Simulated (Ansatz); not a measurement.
# H₄IN, first-principles data

H$_{4}$IN:
```xyz
6
Lattice="-2.6222 3.6083 2.4959 2.6222 -3.6083 2.4959 2.6222 3.6083 -2.4959" Properties=species:S:1:pos:R:3 pbc="T T T"
H     -1.7842     3.6083     1.8492
H      1.7842     3.6083     1.8492
H      0.0000     0.8446     0.5326
H      0.0000     6.3720     0.5326
I      0.0000     3.6083     0.0262
N      0.0000     0.0000     4.9490
```

Space group Imm2 (No. 44); conventional cell a = 5.244 Å, b = 7.217 Å, c = 4.992 Å, α = β = γ = 90.00°.

Method: r²SCAN+D4 in the plane-wave PAW code Ansatz. Geometry: relaxed at this level of theory. Other levels are named where they apply.

Cell and energy:

```json
{
  "volume_per_atom": "15.74 Å³",
  "density": "2.55 g/cm³",
  "Formation energy from the elements (no fitted shifts)": "-0.47 eV/atom"
}
```

Electronic structure:

```json
{
 "band_gap": "4.36 eV (direct)",
 "valence_band_maximum": "at Γ",
 "conduction_band_minimum": "at Γ",
 "electron_effective_mass": "0.34 mₑ (isotropic)",
 "hole_effective_mass": "0.70, 3.0, 4.1 mₑ (principal values)",
 "HSE06 gap on the r²SCAN+D4 cell": "4.86 eV",
 "Gap with spin–orbit coupling": "4.06 eV"
}
```

Mechanics:

```json
{
 "Bulk modulus (Birch–Murnaghan fit)": "11.1 GPa",
 "Pressure derivative B′": "5.7"
}
```

Dielectric response:

```json
{
  "Electronic dielectric constant ε∞ (DFPT)": "2.84 (xx), 2.83 (yy), 2.80 (zz)",
  "Born charges (a third of the trace)": "H +0.46 to +0.57, I -1.16, N -0.91 e"
}
```

Phonons:

```json
{
  "Highest zone-centre frequency (without LO–TO term)": "3438 cm⁻¹",
  "zone_centre_stability": "unstable, softest mode 90i cm⁻¹"
}
```

Charges:

```json
{
 "bader_charges": "H +0.47, I -0.75, N -1.15 e"
}
```

The first step of the workflow began from a Materials Project structure, measured or hypothetical; the Crystallography Open Database copy checked does not list it. Whether it is the stable phase at ambient conditions was not checked. The cell was relaxed with r²SCAN+D4 under the symmetry of its start. The references are the lowest solids computed at this level, not always the standard phases (solids in place of the gases). Spin–orbit coupling is left out wherever it is not named.

Potentials: the later of the program's two PAW sets.
